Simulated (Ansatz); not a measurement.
**Is this Mo2W3 structure stable?**

The cell was found from a structure generator's guess, not taken from experiment.

All numbers below come from DFT PBE, scalar-relativistic, plane waves, PAW in Ansatz 0.2.0. Cutoff 420 eV, Γ-centred 14×14×14 mesh (5-atom cell), Gaussian smearing of 0.10 eV, no spin polarisation.

```cif
data_structure
_symmetry_space_group_name_H-M 'Fmmm'
_symmetry_Int_Tables_number 69
_cell_length_a 3.1734
_cell_length_b 4.4922
_cell_length_c 22.4523
_cell_angle_alpha 90.000
_cell_angle_beta 90.000
_cell_angle_gamma 90.000
_cell_volume 320.07
loop_
_atom_site_label
_atom_site_type_symbol
_atom_site_symmetry_multiplicity
_atom_site_Wyckoff_symbol
_atom_site_fract_x
_atom_site_fract_y
_atom_site_fract_z
_atom_site_occupancy
Mo1 Mo 8 i 0.00000 0.00000 0.20030 1
W1 W 8 i 0.00000 0.00000 0.39948 1
W2 W 4 a 0.00000 0.00000 0.00000 1
```

Energies over the elements count from the elements' standard structures at the same level, with no fitted energy shifts.

Problem. These tests were run: energy against the elements; elastic tensor. What do they show?

Solution.

| test | result |
| --- | --- |
| energy against the elements | +0.01 eV/atom |
| elastic tensor | least eigenvalue 124 GPa |

It fails none of these tests outright. Whether a mixture of other phases lies lower isn't tested here. Phonons away from Γ weren't computed. Undecided within the accuracy: energy against the elements.

For metals, differences of a few meV/atom aren't resolved. These runs have no spin–orbit coupling, which can matter for W. The run for the elastic tensor used a 14×14×14 k mesh and Fermi–Dirac smearing of 0.15 eV.
